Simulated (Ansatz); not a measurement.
The start is a relaxed FeNi cell, doubled along one cell vector, shaken by Gaussian noise of σ = 0.08 Å a coordinate. The structure is fully relaxed (lattice and positions, P = 0) with PBE (plane waves to 420 eV, PAW, scalar-relativistic; Ansatz, a quantum-chemistry and plane-wave program). The first steps use a coarse 10×10×5 k-mesh.

The start:
```yaml
crystal:
  lattice:
    - [0.00000, 2.83617, 2.83617]
    - [2.83617, 0.00000, 2.83617]
    - [5.67233, 5.67233, 0.00000]
  atoms:
    - { symbol: Fe, position: [0.82205, 0.72015, 0.36726] }
    - { symbol: Fe, position: [0.77964, 0.74408, 0.87588] }
    - { symbol: Fe, position: [0.50315, 0.51027, 0.25546] }
    - { symbol: Fe, position: [0.53233, 0.48291, 0.74495] }
    - { symbol: Ni, position: [0.99332, 0.00037, 0.00454] }
    - { symbol: Ni, position: [0.99629, 0.95474, 0.52773] }
    - { symbol: Ni, position: [0.23834, 0.27403, 0.12148] }
    - { symbol: Ni, position: [0.22091, 0.22100, 0.63660] }
```
Spin-polarised start, with parallel moments on Fe.

```yaml
initial_pressure: "+3.6 GPa (positive: the cell is compressed)"
energy_released: 0.08 eV/atom
relative_to_the_parent: It relaxes back to the parent, Fd-3m (No. 227)
Shortest distances (start → end): "The closest pairs of elements (up to four, under 3.6 Å), start → end: Fe–Fe 2.23 → 2.46 Å; Fe–Ni 2.26 → 2.46 Å; Ni–Ni 2.32 → 2.46 Å"
band_gap_at_the_end: no gap (metallic)
optimiser_moves: 6
```

Relaxed structure:

Space group Fd-3m, origin choice 1 (No. 227); a = b = c = 5.672 Å, α = β = γ = 90.00°

| atom | site | symmetry | x | y | z |
|---|---|---|---|---|---|
| Fe | 8b | -43m | 0.5000 | 0.5000 | 0.5000 |
| Ni | 8a | -43m | 0.0000 | 0.0000 | 0.0000 |
(The calculation used a cell of 4 atoms; values per cell refer to that cell.)

Final values are on a 14×14×14 k-mesh of the relaxed cell. Spin state reached: ferromagnetic (net 1.63 μB/atom), from parallel starting moments; other spin orders were not run from this start.

The relaxed structure here is a generated cell of FeNi: the first start was made by placing the elements on the sites of a structure type, and the end was not matched to a known phase here, so it may be hypothetical.
